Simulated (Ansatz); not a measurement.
HfSiO₄:
```cif
data_Hf4O16Si4
_chemical_formula_sum 'Hf4 Si4 O16'
_space_group_name_H-M_alt 'I41/amd :1'
_space_group_IT_number 141
_space_group_name_Hall 'I 4bw 2bw -1bw'
_cell_length_a 6.58237
_cell_length_b 6.58237
_cell_length_c 5.97208
_cell_angle_alpha 90.000
_cell_angle_beta 90.000
_cell_angle_gamma 90.000
loop_
_atom_site_label
_atom_site_type_symbol
_atom_site_symmetry_multiplicity
_atom_site_Wyckoff_symbol
_atom_site_fract_x
_atom_site_fract_y
_atom_site_fract_z
_atom_site_occupancy
Hf1 Hf 4 a 0.00000 0.00000 0.00000 1
Si1 Si 4 b 0.00000 0.00000 0.50000 1
O1 O 16 h 0.31537 0.00000 0.06988 1
```
(The calculation used a cell of 12 atoms; values per cell refer to that cell.)

Relaxed with r²SCAN. The program Ansatz at the r²SCAN level (PAW) gives a gap of 6.00 eV.

Question: What gap does HSE06 give on the same cell (Ansatz, PAW)?

Answer: 7.25 eV, 1.25 eV more. The hybrid was solved on a coarser mesh and at special points; the gap given is the minimum over both.

| k | v1 r²SCAN | c1 r²SCAN | v1 HSE06 | c1 HSE06 |
|---|---|---|---|---|
| Γ | 0.00 | 6.37 | [?] | [?] |
| M | -0.88 | 6.82 | [?] | [?] |
| X | -0.59 | 6.02 | [?] | [?] |
| P | -0.50 | 6.02 | -0.52 | 7.26 |
| Z | -0.82 | 6.74 | -0.82 | 8.06 |
| N | -0.18 | 6.26 | [?] | [?] |

Question: Top valence (v1) and lowest conduction level (c1) in eV from each method's valence maximum (which need not be a listed point): supply the withheld HSE06 values.

Answer: 
- M, v1 HSE06: -0.88
- M, c1 HSE06: 8.15
- N, v1 HSE06: -0.16
- N, c1 HSE06: 7.56
- X, v1 HSE06: -0.62
- X, c1 HSE06: 7.27
- Γ, v1 HSE06: 0.00
- Γ, c1 HSE06: 7.71

Cost on shared cores: the r²SCAN run (SCF on a 6×6×6 mesh, then bands and DOS) very roughly 4 core-minutes, the HSE06 run (SCF on 4×4×4, then a few points) roughly 8 core-minutes; the tasks are unlike.

Space group I4_1/amd. The cell was relaxed with r²SCAN under the symmetry of its start. The run is not spin-polarised. Spin–orbit coupling is left out wherever it is not named.

Potentials: the earlier of the program's two PAW sets. The files were generated under PBE; for other functionals the program regenerates the frozen cores, and for LDA and PBEsol the local potential too.
